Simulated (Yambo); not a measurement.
GaAlN2 (space group P-4m2, No. 115); a = 3.111 Å, b = 3.111 Å, c = 4.379 Å, α = 90.00°, β = 90.00°, γ = 90.00°. With the G0W0 scissor the direct gap on the mesh is 4.25 eV. Axes are Cartesian, with cell vectors (Å) (3.11, 0.00, 0.00), (0.00, 3.11, 0.00), (0.00, 0.00, 4.38).

**Question.** Does this run resolve the lowest exciton, and if so, what are its energy and binding? (Yambo, LDA bands; 8×8×6 mesh, 6 valence and 3 conduction bands, static screening with 29 bands and a 4 Ry block, scissor 1.14 eV, Tamm-Dancoff.)

**Answer.** No. The lowest state covers only about 1 of the 384 k points, so the mesh doesn't resolve it: its energy and its distance from the direct gap are mesh artefacts. An extended exciton needs a far denser mesh. The scissor comes from a G0W0 run whose convergence isn't established. Spin-orbit splittings are left out.

The standard potential for Ga keeps a d shell in the valence without the s and p states of that shell. In tests on such compounds this moved G0W0 gaps by up to about 0.9 eV, so absolute quasiparticle energies here are unreliable; differences between settings are what counts.

Geometry relaxed with LDA.

The structure is a Materials Project entry; no match was found in the copy of COD used, and its stability was not checked.
